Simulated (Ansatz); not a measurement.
SiGe in space group Pmma (No. 51; Si on 2e, Si on 2f, Ge on 2e, Ge on 2f) at seven volumes, the program Ansatz at the PBEsol level (PAW), shape and atoms relaxed at each. One row is withheld.

```tsv
V (Å³/atom)	P (GPa)
19.407	9.44
20.047	5.77
20.687	2.65
21.327	0.00
21.967	?
22.606	-4.14
23.246	-5.74
```

Problem. Fit the shown pressures and predict the withheld one.

Solution. P = (3/2)B₀(x^(7/2) − x^(5/2))[1 + (3/4)(B′ − 4)(x − 1)] with x = (V₀/V)^(2/3). Least squares on the six rows gives V₀ = 21.328 Å³/atom, B₀ = 80.9 GPa, B′ = 4.48. At V = 21.967, x = 0.9805 and P = -2.24 GPa. The run itself gave -2.24 GPa.

The start of the workflow was typed in or built on a structure type; neither database checked (COD, Materials Project) lists it. Whether it is the stable phase at ambient conditions was not checked. The PBEsol relaxation kept the symmetry of its start; of distortions, only those at the zone centre were tested.

Potentials: the later of the program's two PAW sets.
